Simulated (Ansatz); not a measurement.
# Property card for MoPd

MoPd:
```
MoPd
1.0
    1.32905    -5.31212     0.00000
    1.32905     5.31212     0.00000
    0.00000     0.00000     4.35211
Mo Pd
2 2
Direct
  0.67425   0.32575   0.25000
  0.32575   0.67425   0.75000
  0.93049   0.06951   0.25000
  0.06951   0.93049   0.75000
```

Space group Cmcm (No. 63); conventional cell a = 2.658 Å, b = 10.624 Å, c = 4.352 Å, α = 90.00°, β = 90.00°, γ = 90.00°.

Method: plane-wave PAW PBE (Ansatz code). Structure relaxed to zero pressure with the same functional. Other levels are named where they apply.

Cell and energy:

- Volume per atom: 15.36 Å³
- Density: 10.94 g/cm³
- Formation energy from the elements (no fitted shifts): 0.043 eV/atom

Electronic structure:

Electronic character: metallic (no gap)
Density of states at the Fermi level: 0.83 states/eV per atom (mean over ±0.08 eV)

The start of the workflow was typed in or built on a structure type; neither database checked (COD, Materials Project) lists it. Whether it is the stable phase at ambient conditions was not checked. The cell was relaxed with PBE under the symmetry of its start; whether a distortion lowers the energy is not shown. No spin polarisation was allowed. Axis ratios of metals converge slowly with the k-mesh, so a and c are less sure than the volume. The references are the lowest solids computed at this level, not always the standard phases. Scalar-relativistic: spin–orbit coupling is off unless named, which matters more the heavier the elements.

Potentials: the earlier of the program's two PAW sets.
